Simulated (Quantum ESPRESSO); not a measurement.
Simulation results for HfTa5WAu (simulated cell)

Computed with Quantum ESPRESSO 7.5. Calculation on a made-up metal alloy cell, not a measurement: no spin or spin-orbit, unrelaxed, 2900 K smearing, stress positive in tension, cell energy less fitted offsets; periodic Kohn-Sham density functional theory in plane waves with PseudoDojo standard norm-conserving scalar-relativistic pseudopotentials, each functional with its own files (v0.5 for PBE, v0.4.1 for LDA and PBEsol), eight atoms on drawn sites of a strained close-packed or body-centred lattice, each displaced and held fixed; the energy is the cell's free energy, ions and the entropy term -TS included, at the stated Fermi-Dirac width, less a fixed offset for each atom's element (shifted free energy); compositions with an open d shell lost a parallel starting moment in a cheaper test run, and other magnetic orders were not tried; an error bar is the largest change of its kind in a tighter rerun, never given below 0.002 eV, 0.02 GPa or 0.003 eV/angstrom, and covers cutoff and k-mesh only, not smearing or the files.

```cif
# cell vector a (Å): 0.0313 -2.0813 -2.0066
# cell vector b (Å): -6.0239 -1.9736 -0.0137
# cell vector c (Å): -2.0978 4.1758 -6.0017
data_HfTa5WAu
_symmetry_space_group_name_H-M 'P 1'
_symmetry_Int_Tables_number 1
_cell_length_a 2.8912
_cell_length_b 6.3390
_cell_length_c 7.6065
_cell_angle_alpha 84.671
_cell_angle_beta 81.406
_cell_angle_gamma 77.565
_cell_volume 134.34
loop_
_atom_site_label
_atom_site_type_symbol
_atom_site_fract_x
_atom_site_fract_y
_atom_site_fract_z
_atom_site_occupancy
Ta1 Ta 0.98310 0.98068 0.00398 1
Ta2 Ta 0.17878 0.12458 0.62950 1
Ta3 Ta 0.23348 0.27977 0.26124 1
Ta4 Ta 0.34044 0.40634 0.84971 1
Hf1 Hf 0.40964 0.49840 0.49852 1
W1 W 0.68566 0.62693 0.12174 1
Au1 Au 0.77410 0.75238 0.75172 1
Ta5 Ta 0.84338 0.86959 0.36957 1
_calc_lattice_type 'face-centred cubic'
_calc_functional 'pbe'
_calc_cutoff 1034  # eV
_calc_fermi_dirac_smearing 0.25  # eV
_calc_electrons_removed 0
_calc_run_command 'mpirun -np 4 pw.x -nk 4 -in in'
_calc_run_processor 'Intel Xeon, 2023 or later, virtual cores'
_calc_k_mesh '8 x 4 x 3 shifted half a step off Gamma on each axis'
_calc_entropy_term_negative_ts -1.578  # eV
_calc_pressure 27.52  # GPa
_calc_stress_xx -29.05  # GPa
_calc_stress_yy -26.99  # GPa
_calc_stress_zz -26.52  # GPa
_calc_stress_yz 2.99  # GPa
_calc_stress_xz 1.36  # GPa
_calc_stress_xy -2.36  # GPa
_calc_shifted_free_energy 1.914  # eV
```

Atoms:
```csv
atoms element,atom site,atom energy offset (eV)
Ta,1,-1771.44
Ta,2,-1771.44
Ta,3,-1771.44
Ta,4,-1771.44
Hf,5,-1535.13
W,6,-2063.48
Au,7,-4032.82
Ta,8,-1771.44
```

Forces:
```csv
site,x (eV/Å),y (eV/Å),z (eV/Å)
1,-2.044,-1.278,-0.071
2,1.288,1.449,0.486
3,3.158,-1.039,1.954
4,1.591,1.719,-3.664
5,-2.051,-1.009,-1.309
6,0.579,0.631,0.534
7,-1.278,-0.131,1.692
8,-1.242,-0.341,0.378
```

Notes: heavy elements are run without spin-orbit coupling, which real alloys of them have; a spin test at this wide smearing found no moment, but such smearing suppresses magnetism that the real alloy may have; lattice, volume and sites are drawn at random and may be unstable or far from any real phase; energies are for the whole cell, less offsets fitted to these runs, so they are not formation energies; error bars: energy 0.0044 eV, stress 0.039 GPa, force 0.012 eV/Å, from a tighter rerun of a related cell, whose elements or sites may differ; 21 SCF iterations, 276 s of wall time on a shared machine.
